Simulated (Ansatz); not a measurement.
**Structures of RbAg3: which is lowest?**

Plane-wave DFT in Ansatz with scalar-relativistic PAW potentials, cutoff 420 eV, Γ-centred meshes chosen by cell and gap, Gaussian smearing with energies taken to zero width. Every cell was relaxed (cell and atoms) in a run of its own, within the symmetry of its start. Functional: PBE.

Relaxed structures (starts from databases or built by putting these elements on another compound's sites):
A. I4/mmm, 4 atoms in the computed cell, a = 4.586 Å, c = 9.548 Å; sites (symmetry × multiplicity) Rb 4/mmm × 2, Ag -4m2 × 4 + 4/mmm × 2; start: built
B. Pm-3m, 4 atoms in the computed cell, a = 4.678 Å; sites (symmetry × multiplicity) Rb m-3m × 1, Ag 4/mm.m × 3; start: built

Problem. Rank them by energy. Could pressure change the order?

Solution.
```tsv
structure	group	E − E(lowest) (meV/atom)	V (Å³/atom)	gap on mesh (eV)
A	I4/mmm	0.0	25.10	0.00
B	Pm-3m	45	25.60	0.00
```

A is lowest, 45 meV/atom under B. The lowest is also the densest of these, so pressure wouldn't bring one of the others in at first order. Other structures may lie lower than all of these, and vibrations aren't counted.